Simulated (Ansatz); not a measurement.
Total density of states per atom from the program Ansatz at the r²SCAN level (PAW), in 0.25 eV bins, energy from the Fermi level:

(E (eV), states/eV/atom): (-7.85, 0.24); (-7.60, 0.31); (-7.35, 0.26); (-7.10, 0.20); (-6.85, 0.15); (-6.60, 0.15); (-6.35, 0.18); (-6.10, 0.20); (-5.85, 0.20); (-5.60, 0.36); (-5.35, 0.41); (-5.10, 0.30); (-4.85, 0.34); (-4.60, 0.35); (-4.35, 0.46); (-4.10, 0.49); (-3.85, 0.47); (-3.60, 0.61); (-3.35, 0.67); (-3.10, 0.83); (-2.85, 0.71); (-2.60, 0.65); (-2.35, 0.94); (-2.10, 0.75); (-1.85, 0.54); (-1.60, 0.43); (-1.35, 0.34); (-1.10, 0.30); (-0.85, 0.21); (-0.60, 0.21); (-0.35, 0.10); (-0.10, 0.16); (0.15, 0.33); (0.40, 0.43); (0.65, 0.44); (0.90, 0.45); (1.15, 0.43); (1.40, 0.46); (1.65, 0.55); (1.90, 0.67); (2.15, 0.74); (2.40, 0.65); (2.65, 0.62); (2.90, 0.76); (3.15, 0.90); (3.40, 0.89); (3.65, 0.89); (3.90, 0.76); (4.15, 0.77); (4.40, 0.67); (4.65, 0.67); (4.90, 0.76)

Question: Which of these materials gives this?
(A) TaSiNi, Pnma (Ta on 4c, Si on 4c, Ni on 4c)
(B) SiRu, P2_13 (Si on 4a, Ru on 4a)
(C) ZrSi2, Cmcm (Zr on 4c, Si on 4c, Si on 4c)
(D) ZrAs, P6_3/mmc (Zr on 4f, As on 2a, As on 2d)

Answer: C, ZrSi2, Cmcm (Zr on 4c, Si on 4c, Si on 4c). Within 0.5 eV of the Fermi level: Zr 4d 55 %, Si 3p 33 %, Si 3s 6 %. Projections are on Löwdin-orthogonalised atomic valence shells; empty p or d shells of many metals are not among them.

The cell was relaxed with r²SCAN under the symmetry of its start. No spin polarisation was allowed. Scalar-relativistic: spin–orbit coupling is off unless named, which matters more the heavier the elements.

Potentials: the earlier of the program's two PAW sets.
